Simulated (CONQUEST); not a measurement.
Input and output of a self-consistent single point for CoSi2 (I4/mmm, 12 atoms in the cell; from Materials Project mp-2379, changed as shown) (CONQUEST).

Level of theory: PBEsol, numerical atomic orbitals double-zeta with polarisation (the shipped basis), PseudoDojo norm-conserving potentials made for PBEsol run with CONQUEST.

The change in words: lattice vector b scaled by 0.99. Reference geometry (Fm-3m):
```
CELL_PARAMETERS angstrom
      5.31284     0.00000     0.00000
      0.00000     5.31284     0.00000
      0.00000     0.00000     5.31284
ATOMIC_POSITIONS crystal
  Co 0.00000 0.00000 0.00000
  Co 0.00000 0.50000 0.50000
  Co 0.50000 0.00000 0.50000
  Co 0.50000 0.50000 0.00000
  Si 0.25000 0.25000 0.75000
  Si 0.25000 0.75000 0.75000
  Si 0.25000 0.75000 0.25000
  Si 0.25000 0.25000 0.25000
  Si 0.75000 0.25000 0.25000
  Si 0.75000 0.75000 0.25000
  Si 0.75000 0.75000 0.75000
  Si 0.75000 0.25000 0.75000
```

Reference input (self-consistent single point, DFT, PBEsol, numerical atomic orbitals double-zeta with polarisation (the shipped basis), PseudoDojo norm-conserving potentials made for PBEsol): basis = DZP; Diag.MPMeshX, Y, Z = 3 3 3; potentials = PseudoDojo norm-conserving PBEsol; Grid.GridCutoff = 140 Ha; DM.SolutionMethod = diagon; Diag.SmearingType = 1; Diag.kT = 0.003675 Ha; Diag.GammaCentred = true; Diag.MPOrder = 0; minE.SCTolerance = 1.0e-06; SC.MaxIters = 100; SC.LinearMixingFactor = 0.5. This run's input differs from it in these lines:

```diff
@@ -36,3 +36,3 @@
     10.039812544      0.000000000      0.000000000
-     0.000000000     10.039812544      0.000000000
+     0.000000000      9.939415174      0.000000000
      0.000000000      0.000000000     10.039812544
```

The program printed (abridged):

```
    PulayMixSC: Starting Pulay mixing, A_up =  0.500 A_dn =  0.500
    PulayMixSC: Spin non-polarised calculation.
    PulayMixSC: with Kerker preconditioning, q0 =  0.300
          Harris-Foulkes Energy            :    -17564.299838516508316 eV
          Free Energy (E-TS)               :    -17564.377757063888566 eV
    PulayMixSC: Pulay iteration     1 residual:              0.40632E-02
          Harris-Foulkes Energy            :    -17560.956852354713192 eV
          Free Energy (E-TS)               :    -17561.020240764602931 eV
    PulayMixSC: Pulay iteration     2 residual:              0.19685E-02
   [... lines left out ...]
          Free Energy (E-TS)               :    -17559.936894283753645 eV
    PulayMixSC: Pulay iteration    10 residual:              0.23212E-05
          Harris-Foulkes Energy            :    -17559.862023970174050 eV
          Free Energy (E-TS)               :    -17559.936902826739242 eV
    PulayMixSC: Pulay iteration    11 residual:              0.15596E-05
          Harris-Foulkes Energy            :    -17559.862012671859702 eV
          Free Energy (E-TS)               :    -17559.936888248452306 eV
    PulayMixSC: Pulay iteration    12 residual:              0.44257E-06
    PulayMixSC: Reached SCF tolerance of  0.44257E-06 after     12 iterations
      | Number of electrons      =       100.000146
      | GS Energy with kT -> 0   =    -17559.899450460157823 eV
      | Free Energy as E-TS      =    -17559.936888248452306 eV
      |* Harris-Foulkes energy   =    -17559.862012671859702 eV
      |* DFT total energy        =    -17559.862012609777594 eV

    force: Forces on atoms (eV/a0)
    force:  Atom   X              Y              Z
    force:     1   0.0000000000   0.0000000000   0.0000000000
    force:     2   0.0000000000   0.0000000000   0.0000000000
    force:     3   0.0000000000  -0.0000000000  -0.0000000000
    force:     4   0.0000000000   0.0000000000  -0.0000000000
    force:     5  -0.0000000004   0.0000000004  -0.0000000005
    force:     6  -0.0000000004  -0.0000000004  -0.0000000005
   [... lines left out ...]
    force: Maximum force :        0.00000000(eV/a0) on atom        10 in z direction
   [... lines left out ...]
    force: Force Residual:        0.00000000 eV/a0
    force: Total stress:         -6.74887758     0.00000000     0.00000000 GPa
                             0.00000000    -7.81609420     0.00000000
                             0.00000000     0.00000000    -6.74887758
    force: Average pressure:      7.10461645 GPa

    get_E_and_F: Change in energy during last step of electronic optimisation:  0.41521E-06
```

The run converged in 12 iterations. CONQUEST prints the stress tensor with tension positive. Against the reference run the free energy rises by 5.2 meV/atom and the pressure goes from 4.79 to 7.10 GPa.

The program uses no crystal symmetry, so grid and mesh can part values that symmetry would make equal. The atom-centred basis is finite, which shifts total energies and pressures against plane waves. The run has no spin polarisation, so moments on Co cannot form. The structure comes from a collection of computed structures, made at another level of theory; the collection holds predicted forms beside known ones. No clean gap shows at this smearing width and mesh (spacing up to 0.40 Å⁻¹); the mesh is coarse for partly filled bands, so the values carry mesh errors.

Cost on one core: roughly 4 core-minutes.
